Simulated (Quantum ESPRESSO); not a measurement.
```
CELL_PARAMETERS angstrom
      4.86739     0.00000     0.00000
     -2.43370     4.21529     0.00000
      0.00000     0.00000     5.54026
ATOMIC_POSITIONS crystal
  Si 0.00000 0.46852 0.33333
  Si 0.53148 0.53148 0.00000
  Si 0.46852 0.00000 0.66667
  O  0.13977 0.72910 0.54874
  O  0.27090 0.41067 0.21541
  O  0.58933 0.86023 0.88208
  O  0.72910 0.13977 0.45126
  O  0.41067 0.27090 0.78459
  O  0.86023 0.58933 0.11792
```
The cell was made here from a computed Materials Project entry: strained by +2 % along the unique axis and by -1 % across it, atoms relaxed (PBE without dispersion, pw.x of a modified build of Quantum ESPRESSO, symmetry kept). The parent is SiO2 in P3₂21. Stability against distortions was not tested.

A lattice sum over point charges, one formal value an element (Si +4, O -2), with no Sternheimer factor, costs far less than a self-consistent run. Taken along the main axis of each site's self-consistent tensor, it gives:

```
site                        V along that axis, point charges (a.u.)
--------------------------  ---------------------------------------
Si (atoms 1, 2, 3)                                           -0.022
O (atoms 4, 5, 6, 7, 8, 9)                                    0.405
```

### Question
How do the values of the PAW reconstruction of the field gradient on a scalar-relativistic PBE ground state (Quantum ESPRESSO, JTH datasets) compare?

### Answer
```csv
site,"Vzz, PAW (a.u.)",PAW over point charges
Si,0.091,-4.1
O,0.936,2.3
```
Along that axis the sign differs on Si.  Cores are frozen. Against all-electron runs on small test molecules, this scheme's |Vzz| missed by −6 % on Si, −2 to +6 % on O.
